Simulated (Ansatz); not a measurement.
Contact densities of Sb against volume

```
CELL_PARAMETERS angstrom
3.16000 0.00000 0.00000
0.00000 3.16000 0.00000
0.00000 0.00000 3.16000
ATOMIC_POSITIONS crystal
Sb 0.00000 0.00000 0.00000
```

The conventional cell has a = 3.160 Å, b = 3.160 Å, c = 3.160 Å, α = 90.00°, β = 90.00°, γ = 90.00°. Around Sb (atom 1) lie 6 Sb at 3.16 Å.

The geometry is COD entry 9013008, unchecked; take it as a test cell.

No spin–orbit coupling, which matters for the heavy atoms here.

All numbers below come from Ansatz 0.2.0, DFT, PBEsol, all-electron PAW with datasets made for the crystal, scalar-relativistic.

Settings: a Γ-centred 13×13×13 k mesh, Fermi–Dirac smearing of 0.05 eV, cutoff 140 eV (chosen by the program for this cell), no spin polarisation.

The contact density is the mean electron density over the nuclear volume; its changes set Mössbauer isomer shifts. Changes below are taken from the unscaled cell, where it is 1.34807e+06 e/Å³ at Sb.

```csv
V/V(cell),P (GPa),Δρ(0) Sb (e/Å³)
0.9400,-2.0,-4.16
0.9405,-2.0,-4.13
0.9600,-3.1,?
0.9800,-4.1,?
0.9900,-4.5,-0.61
1.0000,-4.9,0.00
1.0100,-5.3,0.60
1.0200,-5.6,1.18
1.0400,-6.3,2.30
1.0600,-6.9,?
```

Q: Fill in "Δρ(0) Sb (e/Å³)" for the row "1.0600".

A: 3.39.

Q: Give the missing entry: row "0.9600", column "Δρ(0) Sb (e/Å³)".

A: -2.51.

Q: What belongs in the row "0.9800", column "Δρ(0) Sb (e/Å³)"?

A: -1.23.

The datasets are made afresh for each cell, so very small changes are uncertain. Scalar relativity leaves out the p1/2 density at heavy nuclei.
